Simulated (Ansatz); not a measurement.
¹¹⁹Sn Mössbauer parameters in Zn₄SnN₄

Cell: a Materials Project structure (computed, not necessarily an observed phase).

Space group P-1 (No. 2); a = 5.8659, b = 5.9920, c = 8.6971 Å, α = 89.75°, β = 73.75°, γ = 88.98°.

```csv
site,Wyckoff,site symmetry,x,y,z
Zn1,2i,1,0.7684,0.6561,0.8464
Zn3,2i,1,0.2006,0.8698,0.9476
Zn5,2i,1,0.1702,0.6541,0.4533
Zn7,2i,1,0.4916,0.1366,0.3758
Sn,2i,1,0.7191,0.6166,0.2346
N11,2i,1,0.4702,0.8061,0.4049
N13,2i,1,0.8502,0.8002,0.0267
N15,2i,1,0.5541,0.3243,0.1852
N17,2i,1,0.0143,0.5060,0.6705
```

One atom of each set is listed.

All values are calculated (Ansatz; DFT, r2SCAN, plane waves and PAW, scalar-relativistic, 500 eV cutoff, Γ-centred 5×5×4 k-points, Fermi–Dirac smearing 0.02 eV), not measured.

Isomer shifts (against SnO₂) follow from the electron density at the nucleus, δ = α(ρ − ρ₀), with α = 0.093 mm s⁻¹ a₀³ and ρ₀ = 183072.84 a₀⁻³ from a line fitted to 8 measured compounds at this level of theory (rms miss 0.14 mm/s). ΔE_Q = ½eQV_zz(1 + η²/3)^½ with Q = -0.132 b for the 23.9 keV state.

Problem. Give the isomer shift and quadrupole splitting of each Sn site.

Solution. 

```csv
site,atoms,first shell,ρ − ρ₀ (a₀⁻³),δ (mm/s),ΔE_Q (mm/s),η
Sn,2,4 N at 2.07–2.12 Å,10.5,0.98,-0.42,0.78
```

The shift of Sn is between ionic Sn(IV) and covalent tin.

Without spin–orbit coupling (the program notes it for Sn) the gradients can shift somewhat, as the gap is small. With these PAW files V_zz is typically within 2 to 3 % of all-electron values, but misses above 10 % occur on Sn. With a gap of 0.4 eV on this mesh, the gradients can still move by some per cent as the k-mesh gets denser.
